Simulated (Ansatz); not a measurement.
Problem. MgTe (rock salt, Fm-3m) is relaxed with DFT-PBE in the program Ansatz with PAW potentials. What lattice parameters of the conventional cell result?

Solution. a = 5.975 Å.

These are the values of the symmetrised cell.

Problem. Is it a metal or does it have a gap at this level?

Solution. A gap of 0.44 eV, indirect.

The cell is a constructed one: a structure type filled with these elements; the Crystallography Open Database copy checked does not list it. COD files the formula under space group No. 186, so this cell is another polymorph or a model. Whether it is the stable phase at ambient conditions was not checked. Symmetry was held in the PBE relaxation; whether a distortion lowers the energy is not shown. Spin–orbit coupling is left out wherever it is not named.

Potentials: the later of the program's two PAW sets.
